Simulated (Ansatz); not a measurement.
Ti2AlGe3:
```yaml
crystal:
  lattice:
    - [0.00000, 1.83590, -7.03435]
    - [0.00000, 1.83590, 7.03435]
    - [3.67461, 0.00000, 0.00000]
  atoms:
    - { symbol: Ti, position: [0.09890, 0.90110, 0.00000] }
    - { symbol: Ti, position: [0.90072, 0.09928, 0.50000] }
    - { symbol: Al, position: [0.24878, 0.75122, 0.50000] }
    - { symbol: Ge, position: [0.75133, 0.24867, 0.00000] }
    - { symbol: Ge, position: [0.43382, 0.56618, 0.00000] }
    - { symbol: Ge, position: [0.56646, 0.43354, 0.50000] }
```

Relaxed with r²SCAN. Special points in fractions of this cell's reciprocal vectors: Γ (0.000, 0.000, 0.000); Y (-0.500, 0.500, 0.000); C0 (-0.267, 0.733, 0.000); Σ0 (0.267, 0.267, 0.000); Z (0.000, 0.000, 0.500); A0 (0.267, 0.267, 0.500); E0 (-0.267, 0.733, 0.500); T (-0.500, 0.500, 0.500); S (0.000, 0.500, 0.000); R (0.000, 0.500, 0.500).

Problem. List the band energies nearest the Fermi level at these points for plane-wave PAW r²SCAN (Ansatz code).

Solution. In eV from the Fermi level; about four levels below and three above (degenerate sets whole), none deeper than 8.9 eV; points with the same levels are listed once.

```csv
k,below,above
Γ,-1.70 -1.57 -1.54 -1.32,0.83 1.09 1.27
Y,-1.72 -1.55 -1.53 -0.56,0.80 0.98 1.00
C0,-2.77 -1.21 -0.39 -0.08,0.14 0.54 1.56
Z,-2.11 -1.94 -1.17 -1.13,0.36 0.79 1.54
A0,-3.10 -2.94 -1.89 -1.28,1.97 1.99 2.06 2.06
T,-2.30 -1.94 -1.87 -0.27,0.50 0.82 1.47
S,-2.22 -1.18 -0.60 -0.12,0.19 0.58 1.58
R,-2.82 -2.61 -2.01 -1.35,1.92 1.97 2.03 2.04
```

Space group Amm2. The first step of the workflow began from a Materials Project structure, measured or hypothetical; the Crystallography Open Database copy checked does not list it. With Al and Ge taken as one species the cell has the higher symmetry Cmcm, so it may be an ordered model of a mixed-site phase. Its standing as an ambient phase is unchecked. The r²SCAN relaxation kept the symmetry of its start; whether a distortion lowers the energy is not shown. No spin polarisation was allowed. Scalar-relativistic: spin–orbit coupling is off unless named, which matters more the heavier the elements.

Potentials: the later of the program's two PAW sets.
